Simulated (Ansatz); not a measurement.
Al3GaN4:
Space group P3m1 (No. 156); a = 3.1249 Å, b = 3.1249 Å, c = 10.0732 Å, α = 90.00°, β = 90.00°, γ = 120.00°

```tsv
atom	site	symmetry	x	y	z
Ga	1b	3m.	0.3333	0.6667	0.0056
N	1b	3m.	0.3333	0.6667	0.2007
Al	1c	3m.	0.6667	0.3333	0.2581
N	1c	3m.	0.6667	0.3333	0.4464
Al	1b	3m.	0.3333	0.6667	0.5049
N	1b	3m.	0.3333	0.6667	0.6931
Al	1c	3m.	0.6667	0.3333	0.7513
N	1c	3m.	0.6667	0.3333	0.9395
```

Relaxed with r²SCAN (plane waves, PAW; program Ansatz). Indices refer to the conventional cell of P3m1, a = b = 3.125 Å, c = 10.073 Å, α = β = 90.00°, γ = 120.00°.

Q: Simulate the powder diffraction pattern (Cu Kα, λ = 1.54184 Å; lines above 1 %) up to 2θ = 90°.

A: Simulated powder pattern, Cu Kα, λ = 1.54184 Å (kinematic, ideal powder, no thermal factors, no anomalous dispersion; the 30 strongest lines at most, above 1 %, up to 2θ = 90°):

| 2θ (°) | d (Å) | I/Imax (%) | hkl |
|---|---|---|---|
| 8.78 | 10.073 | 76 | (0001) |
| 17.61 | 5.037 | 19 | (0002) |
| 26.55 | 3.358 | 8.6 | (0003) |
| 33.10 | 2.706 | 78 | (1 0 -1 0) |
| 34.31 | 2.614 | 24 | (1 0 -1 1)+(0 1 -1 1) |
| 35.65 | 2.518 | 47 | (0004) |
| 37.74 | 2.384 | 100 | (1 0 -1 2)+(0 1 -1 2) |
| 42.92 | 2.107 | 13 | (1 0 -1 3)+(0 1 -1 3) |
| 45.00 | 2.015 | 1.4 | (0005) |
| 49.44 | 1.844 | 33 | (1 0 -1 4)+(0 1 -1 4) |
| 56.99 | 1.616 | 6.8 | (0 1 -1 5)+(1 0 -1 5) |
| 59.13 | 1.562 | 44 | (1 1 -2 0) |
| 59.91 | 1.544 | 4.3 | (1 1 -2 1) |
| 62.21 | 1.492 | 4.0 | (1 1 -2 2) |
| 65.42 | 1.427 | 42 | (1 0 -1 6)+(0 1 -1 6) |
| 65.94 | 1.417 | 3.9 | (1 1 -2 3) |
| 69.46 | 1.353 | 7.5 | (2 0 -2 0) |
| 70.18 | 1.341 | 2.8 | (0 2 -2 1)+(2 0 -2 1) |
| 70.99 | 1.328 | 33 | (1 1 -2 4) |
| 72.30 | 1.307 | 16 | (0 2 -2 2)+(2 0 -2 2) |
| 74.71 | 1.271 | 1.8 | (0 1 -1 7)+(1 0 -1 7) |
| 75.51 | 1.259 | 2.4 | (0008) |
| 75.79 | 1.255 | 2.2 | (0 2 -2 3)+(2 0 -2 3) |
| 77.28 | 1.235 | 1.5 | (1 1 -2 5) |
| 80.60 | 1.192 | 7.2 | (0 2 -2 4)+(2 0 -2 4) |
| 84.76 | 1.144 | 1.5 | (1 1 -2 6) |
| 84.95 | 1.142 | 4.0 | (1 0 -1 8)+(0 1 -1 8) |
| 86.68 | 1.123 | 1.9 | (2 0 -2 5)+(0 2 -2 5) |

The start of the workflow was typed in or built on a structure type; neither database checked (COD, Materials Project) lists it. Whether it is the stable phase at ambient conditions was not checked. The cell was relaxed with r²SCAN under the symmetry of its start; whether a distortion lowers the energy is not shown.

Potentials: the earlier of the program's two PAW sets.
